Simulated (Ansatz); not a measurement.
**Ni3Pt, first-principles data**

Ni3Pt:
```xyz
4
Lattice="3.6232 0.0000 0.0000 0.0000 3.6232 0.0000 0.0000 0.0000 3.6232" Properties=species:S:1:pos:R:3 pbc="T T T"
Ni     1.8116     0.0000     1.8116
Ni     0.0000     1.8116     1.8116
Ni     1.8116     1.8116     0.0000
Pt     0.0000     0.0000     0.0000
```
The run is spin-polarised; directions of the spins, atom by atom: ↑ ↑ ↑ ↑.

Space group Pm-3m (No. 221), Cu3Au type; conventional cell a = 3.6232 Å, b = 3.6232 Å, c = 3.6232 Å, α = 90.00°, β = 90.00°, γ = 90.00°.

Method: r²SCAN (plane waves, PAW; program Ansatz). Geometry: relaxed at this level of theory. Other levels are named where they apply.

**Cell and energy**

```yaml
volume_per_atom: 11.89 Å³
density: 12.96 g/cm³
Formation energy from the elements (no fitted shifts): -0.090 eV/atom
```

**Electronic structure**

```yaml
electronic_character: metallic (no gap)
Density of states at the Fermi level: 1.3 states/eV per atom (mean over ±0.08 eV)
```

**Magnetism**

```yaml
magnetic_order: ferromagnetic
net_moment: 0.71 μB per atom
```

The workflow started from a Materials Project entry (that database holds measured and hypothetical structures alike); the Crystallography Open Database copy checked does not list it. Whether it is the stable phase at ambient conditions was not checked. Symmetry was held in the r²SCAN relaxation; its stability against distortions is not shown here. The final state is ferromagnetic, chosen from 4 collinear starts compared on coarse meshes (ties went to the first, and starts can fall back to one state), not a proven ground state. Other orbital occupations within this spin state were not tried. For itinerant 3d metals, meta-GGAs of the SCAN family and hybrids are commonly reported to give too large moments. The references are the lowest solids computed at this level, not always the standard phases. Scalar-relativistic: spin–orbit coupling is off unless named, which matters more the heavier the elements.

Potentials: the later of the program's two PAW sets.
